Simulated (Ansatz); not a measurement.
Total density of states per atom from the program Ansatz at the r²SCAN+D4 level (PAW), in 0.25 eV bins, energy from the valence-band maximum:

(E (eV), states/eV/atom): (-7.88, 0.00); (-7.63, 0.00); (-7.38, 0.00); (-7.13, 0.00); (-6.88, 0.01); (-6.63, 0.31); (-6.38, 0.82); (-6.13, 0.83); (-5.88, 0.41); (-5.63, 0.71); (-5.38, 0.58); (-5.13, 0.71); (-4.88, 0.79); (-4.63, 1.04); (-4.38, 1.51); (-4.13, 1.60); (-3.88, 1.52); (-3.63, 0.77); (-3.38, 0.33); (-3.13, 0.04); (-2.88, 0.00); (-2.63, 0.00); (-2.38, 3.81); (-2.13, 6.38); (-1.88, 2.83); (-1.63, 2.30); (-1.38, 2.22); (-1.13, 1.14); (-0.88, 0.96); (-0.63, 0.26); (-0.38, 0.08); (-0.13, 0.01); (0.12, 0.00); (0.37, 0.00); (0.62, 0.00); (0.87, 0.00); (1.12, 0.00); (1.37, 0.00); (1.62, 0.01); (1.87, 0.12); (2.12, 0.42); (2.37, 0.56); (2.62, 0.57); (2.87, 0.67); (3.12, 0.68); (3.37, 0.75); (3.62, 0.61); (3.87, 0.56); (4.12, 0.37); (4.37, 0.67); (4.62, 0.53); (4.87, 0.24); (5.12, 0.79); (5.37, 0.73); (5.62, 0.61); (5.87, 0.59)

Which of these materials gives this?
A. CuI, P6_422 (Cu on 3d, I on 3c)
B. Au, bcc (W type)
C. Zr, Ibam (Zr on 4a, Zr on 8j)
D. TiHS2, P3m1 (S on 1c, Ti on 1a, S on 1b, H on 1b)

A, CuI, P6_422 (Cu on 3d, I on 3c). Top 1 eV of the valence band: Cu 3d 56 %, I 5p 39 %. Bottom 1 eV of the conduction band: Cu 4s 58 %, I 5p 16 %, I 5s 6 %, outside the projected shells 18 %. Projections are on Löwdin-orthogonalised atomic valence shells; empty p or d shells of many metals are not among them.

The start of the workflow was typed in or built on a structure type; neither database checked (COD, Materials Project) lists it. It is not the phase usual at ambient conditions (space group No. 216). The cell was relaxed with r²SCAN+D4 under the symmetry of its start; whether a distortion lowers the energy is not shown. The workflow began spin-polarised and lost its moments. The volume moved by -31 % from the start of the relaxation. Spin–orbit coupling is left out wherever it is not named.

Potentials: the later of the program's two PAW sets.
